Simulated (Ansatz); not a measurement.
HfO2:
```yaml
crystal:
  lattice:
    - [5.22824, 0.00000, 0.00000]
    - [0.00000, 5.01722, 0.00000]
    - [0.00000, 0.00000, 5.04153]
  atoms:
    - { symbol: Hf, position: [0.03290, 0.26756, 0.24230] }
    - { symbol: Hf, position: [0.96710, 0.73244, 0.74230] }
    - { symbol: Hf, position: [0.46710, 0.26756, 0.74230] }
    - { symbol: Hf, position: [0.53290, 0.73244, 0.24230] }
    - { symbol: O, position: [0.36799, 0.07173, 0.37991] }
    - { symbol: O, position: [0.63201, 0.92827, 0.87991] }
    - { symbol: O, position: [0.13201, 0.07173, 0.87991] }
    - { symbol: O, position: [0.86799, 0.92827, 0.37991] }
    - { symbol: O, position: [0.73402, 0.45967, 0.49079] }
    - { symbol: O, position: [0.26598, 0.54033, 0.99079] }
    - { symbol: O, position: [0.76598, 0.45967, 0.99079] }
    - { symbol: O, position: [0.23402, 0.54033, 0.49079] }
```

Relaxed with PBEsol.

Task: Give the optical modes at the zone centre with their infrared activity from DFPT, plane-wave PAW PBEsol (Ansatz code).

Result: Transverse frequencies, without the LO–TO term; a row sums one degenerate level.

| ω (cm⁻¹) | degeneracy | IR ((D/Å)²/amu) | activity | symmetry |
|---|---|---|---|---|
| 120 | 1 | 1.45 | IR | A1 |
| 123 | 1 | 0.00 | IR-inactive | A2 |
| 125 | 1 | 0.10 | IR | B1 |
| 138 | 1 | 0.00 | IR-inactive | A2 |
| 140 | 1 | 0.88 | IR | B2 |
| 149 | 1 | 0.00 | IR-inactive | A2 |
| 160 | 1 | 8.45 | IR | A1 |
| 230 | 1 | 39.91 | IR | B2 |
| 233 | 1 | 0.48 | IR | B1 |
| 241 | 1 | 0.59 | IR | B2 |
| 252 | 1 | 2.04 | IR | A1 |
| 267 | 1 | 35.18 | IR | B1 |
| 302 | 1 | 0.00 | IR-inactive | A2 |
| 319 | 1 | 6.81 | IR | A1 |
| 325 | 1 | 0.43 | IR | B2 |
| 326 | 1 | 1.76 | IR | B1 |
| 333 | 1 | 47.09 | IR | A1 |
| 377 | 1 | 0.71 | IR | A1 |
| 379 | 1 | 53.54 | IR | B1 |
| 389 | 1 | 51.47 | IR | B2 |
| 402 | 1 | 0.00 | IR-inactive | A2 |
| 456 | 1 | 20.42 | IR | A1 |
| 476 | 1 | 0.00 | IR-inactive | A2 |
| 478 | 1 | 2.84 | IR | B1 |
| 517 | 1 | 7.69 | IR | B2 |
| 544 | 1 | 0.77 | IR | B2 |
| 573 | 1 | 0.00 | IR-inactive | A2 |
| 590 | 1 | 2.00 | IR | A1 |
| 627 | 1 | 3.51 | IR | B1 |
| 647 | 1 | 0.00 | IR-inactive | A2 |
| 671 | 1 | 0.00 | IR-inactive | A2 |
| 682 | 1 | 0.53 | IR | B1 |
| 725 | 1 | 8.12 | IR | B2 |

Task: How high does the top mode go among those that the LO–TO term moves?

Result: 700 cm⁻¹ for q along x, 774 cm⁻¹ for q along y, 658 cm⁻¹ for q along z.

Space group Pca2_1. The PBEsol relaxation kept the symmetry of its start; of distortions, only those at the zone centre were tested. No spin polarisation was allowed. Spin–orbit coupling is left out wherever it is not named.

Potentials: the later of the program's two PAW sets.
